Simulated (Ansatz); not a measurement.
WSe2:
Space group P-3m1 (No. 164); a = b = 3.3309 Å, c = 6.8196 Å, α = β = 90.00°, γ = 120.00°

```
atom  site  symmetry       x       y       z
----  ----  --------  ------  ------  ------
W       1a      -3m.  0.0000  0.0000  0.0000
Se      2d       3m.  0.3333  0.6667  0.2453
```

Relaxed with r²SCAN.

### Question
Which orbitals make up the states near the Fermi level in plane-wave PAW r²SCAN (Ansatz code)?

### Answer
Within 0.5 eV of the Fermi level: W 5d 53 %, Se 4p 43 %. Projections are on Löwdin-orthogonalised atomic valence shells; empty p or d shells of many metals are not among them.

### Question
Tabulate the density of states.

### Answer
States/eV per cell of 3 atoms, in 0.25 eV bins, energy from the Fermi level.

```tsv
E (eV)	total	Se 4p	W 5d	W 6s
-7.85	0.00	0.00	0.00	0.00
-7.60	0.44	0.26	0.11	0.06
-7.35	0.86	0.52	0.20	0.10
-7.10	1.03	0.62	0.24	0.11
-6.85	1.32	0.79	0.30	0.14
-6.60	1.62	0.98	0.36	0.18
-6.35	1.34	0.78	0.31	0.13
-6.10	1.96	1.30	0.44	0.09
-5.85	4.35	3.23	0.90	0.06
-5.60	1.40	0.90	0.37	0.06
-5.35	1.36	0.86	0.42	0.03
-5.10	2.75	1.67	0.88	0.05
-4.85	3.05	1.85	0.98	0.05
-4.60	2.37	1.52	0.70	0.02
-4.35	3.50	2.14	1.15	0.03
-4.10	2.52	1.41	1.01	0.01
-3.85	3.19	1.73	1.35	0.02
-3.60	2.86	1.98	0.74	0.02
-3.35	2.58	1.88	0.56	0.01
-3.10	2.51	1.83	0.54	0.02
-2.85	1.63	1.16	0.38	0.01
-2.60	1.47	0.97	0.42	0.01
-2.35	1.46	0.88	0.52	0.01
-2.10	1.13	0.68	0.41	0.00
-1.85	1.05	0.63	0.39	0.00
-1.60	1.24	0.61	0.60	0.00
-1.35	1.52	0.57	0.91	0.01
-1.10	1.80	0.57	1.18	0.01
-0.85	1.56	0.46	1.05	0.01
-0.60	0.80	0.29	0.49	0.01
-0.35	0.63	0.22	0.39	0.01
-0.10	0.75	0.34	0.39	0.01
0.15	2.02	0.91	1.02	0.02
0.40	2.49	1.09	1.32	0.02
0.65	2.04	0.72	1.26	0.02
0.90	2.13	0.57	1.50	0.02
1.15	2.47	0.37	2.03	0.03
1.40	1.39	0.24	1.08	0.05
1.65	2.89	0.35	2.39	0.11
1.90	0.50	0.08	0.40	0.01
2.15	0.42	0.14	0.23	0.01
2.40	1.67	0.59	0.87	0.03
2.65	2.22	0.83	1.10	0.03
2.90	1.89	0.77	0.90	0.02
3.15	1.96	0.85	0.85	0.07
3.40	2.71	1.25	1.13	0.10
3.65	1.83	0.70	0.75	0.11
3.90	1.31	0.44	0.52	0.09
4.15	1.24	0.41	0.50	0.07
4.40	0.80	0.26	0.31	0.07
4.65	0.29	0.05	0.03	0.11
```

The cell is a constructed one: a structure type filled with these elements; the Crystallography Open Database copy checked does not list it. It is not the phase usual at ambient conditions (space group No. 194). The r²SCAN relaxation kept the symmetry of its start; whether a distortion lowers the energy is not shown. The run is not spin-polarised. A crystal of weakly bound layers computed without a dispersion correction: the cell and the soft elastic constants depend strongly on that. Scalar-relativistic: spin–orbit coupling is off unless named, which matters more the heavier the elements.

Potentials: the later of the program's two PAW sets.
